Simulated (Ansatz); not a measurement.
AlN:
Space group P6₃mc (No. 186); a = 3.089 Å, b = 3.089 Å, c = 4.943 Å, α = 90.00°, β = 90.00°, γ = 120.00°

```tsv
atom	site	symmetry	x	y	z
Al	2b	3m.	0.6667	0.3333	0.4990
N	2b	3m.	0.3333	0.6667	0.3810
```

Relaxed with LDA.

Q: Decompose the optical modes at the zone centre into irreducible representations, and say which are infrared and Raman allowed.

A: Point group 6mm: Γ_opt = A1 + 2B1 + E1 + 2E2. Infrared: A1, E1. Raman: A1, E1, E2.

Q: Assign frequencies (DFPT, LDA (plane waves, PAW; program Ansatz); without the LO–TO term).

A: E2 240, B1 554, A1 621, E2 668, E1 679, B1 730 cm⁻¹.

Subscripts of B labels follow the axes of the standard setting.

Space group P6_3mc (wurtzite). Symmetry was held in the LDA relaxation.

Potentials: the earlier of the program's two PAW sets. The files were generated under PBE; for other functionals the program regenerates the frozen cores, and for LDA and PBEsol the local potential too.
